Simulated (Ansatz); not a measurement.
# RbMgCl₃: ³⁵Cl NMR of the central transition

Cell: an entry of the Crystallography Open Database (COD), ions relaxed with PBE at fixed cell.

```cif
data_RbMgCl3
_symmetry_space_group_name_H-M 'P6_3/mmc'
_symmetry_Int_Tables_number 194
_cell_length_a 7.0950
_cell_length_b 7.0950
_cell_length_c 17.5780
_cell_angle_alpha 90.000
_cell_angle_beta 90.000
_cell_angle_gamma 120.000
loop_
_atom_site_label
_atom_site_type_symbol
_atom_site_symmetry_multiplicity
_atom_site_Wyckoff_symbol
_atom_site_fract_x
_atom_site_fract_y
_atom_site_fract_z
Rb1 Rb 4 f 0.3333 0.6667 0.0883
Rb5 Rb 2 b 0.0000 0.0000 0.2500
Mg7 Mg 2 a 0.0000 0.0000 0.0000
Mg9 Mg 4 f 0.3333 0.6667 0.8394
Cl13 Cl 6 h 0.5070 0.0140 0.2500
Cl19 Cl 12 k 0.8340 0.6681 0.0820
```

One atom of each set is listed.

Computed with Ansatz: DFT, PBE, plane waves and PAW, scalar-relativistic, 420 eV cutoff, Γ-centred 5×5×2 k-points, Fermi–Dirac smearing 0.02 eV.

³⁵Cl has I = 3/2 and Q = -81.12 mb (Pyykkö 2018); at 23.5 T its Larmor frequency is ν₀ = 98.1 MHz. Only the quadrupole interaction is simulated: positions count from each site's isotropic chemical shift, and shift anisotropy, dipolar and J coupling are left out.

Task: Give C_Q, η, the quadrupolar product P_Q = |C_Q|(1 + η²/3)^½, the second-order isotropic shift and the breadth of the pattern (static powder) for each Cl site.

Result: 

| site | first shell | C_Q (MHz) | η | P_Q (MHz) | δ_QIS (ppm) | breadth (kHz) |
| --- | --- | --- | --- | --- | --- | --- |
| Cl13 | 2 Mg at 2.51 Å, angle 77° | 10.1 | 0.17 | 10.1 | -265 | 155 |
| Cl19 | 2 Mg at 2.48–2.50 Å, angle 179° | -17.6 | 0.03 | 17.6 | -801 | 420 |

δ_QIS = −(ν_Q²/30ν₀²)[I(I+1) − 3/4](1 + η²/3) × 10⁶ ppm with ν_Q = 3|C_Q|/[2I(2I−1)]; it falls as 1/B₀² in ppm, and the breadth as 1/B₀ in kHz.

At Cl13 V_zz stands upright on the plane of its two bonds (within 1°). At Cl19 V_zz points along the line of its two bonds (within 1°).

The relaxation (4 steps) took 51 s of wall time (3.1 min of CPU time) and 2.8 GiB at its peak, on 4 threads of Intel Xeon Platinum 8488C (Sapphire Rapids) (x86_64; 72 cores open to the job, memory cap 8.0 GiB, no GPU), a shared host with a load of 0.6 a core.
